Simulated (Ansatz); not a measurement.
A generator proposed this cell of Al₃Rh₂.

```yaml
crystal:
  lattice:
    - [5.54071, 0.00000, 0.00000]
    - [0.00000, 5.54071, 0.00000]
    - [0.00000, 0.00000, 5.54071]
  atoms:
    - { symbol: Al, position: [0.00000, 0.50000, 0.50000] }
    - { symbol: Al, position: [0.00000, 0.50000, 0.00000] }
    - { symbol: Al, position: [0.50000, 0.00000, 0.50000] }
    - { symbol: Al, position: [0.00000, 0.00000, 0.50000] }
    - { symbol: Al, position: [0.50000, 0.00000, 0.00000] }
    - { symbol: Al, position: [0.50000, 0.50000, 0.00000] }
    - { symbol: Rh, position: [0.25000, 0.25000, 0.25000] }
    - { symbol: Rh, position: [0.25000, 0.75000, 0.75000] }
    - { symbol: Rh, position: [0.75000, 0.75000, 0.25000] }
    - { symbol: Rh, position: [0.75000, 0.25000, 0.75000] }
```

Computed with DFT PBE, scalar-relativistic, plane waves, PAW (Ansatz 0.2.0). Plane waves to 420 eV, a k mesh through Γ of 4×4×4 on the computed 10-atom cell and Gaussian smearing (0.10 eV); no spin polarisation.

The zero of energy is the elements' standard structures at the same level; no fitted shifts are applied.

Q: What does a single point on this coarse mesh give?

A: The pressure is 13.5 GPa (it wants to expand), the largest force is 0.00 eV/Å (symmetry fixes the atoms), and the energy is −0.14 eV/atom against the elements. The shortest distance is 2.40 Å.

Q: How much does it gain on relaxing, and where does it end?

A: Relaxing gains under 0.1 eV/atom (the start's value is from the coarse mesh, so the gain is rough) in 7 ionic steps and ends at −0.22 eV/atom on the finer mesh. The symmetry stays Pn-3m (No. 224). The volume per atom grows by 11.2 %, from 17.0 to 18.9 Å³. The shortest distance goes from 2.40 Å (Al–Rh) to 2.49 Å (Al–Rh). Conventional cell: a = 5.740 Å. Al is surrounded by 4 Rh at 2.49 Å and 4 Al at 2.87 Å; around Rh lie 6 Al at 2.49 Å.

The last run used an 8×8×8 mesh for its 10-atom cell and Gaussian smearing of 0.10 eV. The relaxation can't lower the symmetry of the start. A structure relaxed within its symmetry needn't be a true minimum. Another cell of Al3Rh2 relaxed alike, in P-6m2, lies 255 meV/atom lower, so this cell isn't the stable form at this level.
